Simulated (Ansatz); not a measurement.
# Two states of GdAgPd

```
Ag Pd Gd
1.0
     3.65759    6.33513    0.00000
    -3.65759    6.33513    0.00000
     0.00000    0.00000    3.58600
Ag Pd Gd
3 3 3
Direct
  0.24500 0.75500 0.00000
  0.75500 0.00000 0.00000
  0.00000 0.24500 0.00000
  0.00000 0.00000 0.50000
  0.33330 0.33340 0.00000
  0.66670 0.66660 0.00000
  0.58500 0.41500 0.50000
  0.41500 0.00000 0.50000
  0.00000 0.58500 0.50000
```

The numbers come from plane-wave PAW DFT (Ansatz): PBE, 420 eV, 4×4×7 Γ-centred k points, methfessel-paxton occupations (width 0.1403 eV). Nothing was relaxed.

State A: Gd7 up, Gd8 up, Gd9 up (collinear spin). State B: Gd7 down, Gd8 up, Gd9 down (collinear spin).

Problem. Which state is lower, and how do they differ?

Solution. State B is lower by 1.1 meV an atom at zero smearing.

```tsv
state	free energy (meV/atom)	largest moment in a small sphere (μB)	net moment (μB/cell)	gap on mesh (eV)	pressure (GPa)	largest force (eV/Å)
A	1.2	6.96	21.55	metal	19.5	1.26
B	0.0	6.95	7.18	metal	19.4	1.25
```

Origin: a known structure type with other elements, at an estimated volume, so it need not be a known compound. Caveats: atoms or cell far from equilibrium; f shells without a U or exact exchange are poorly placed.
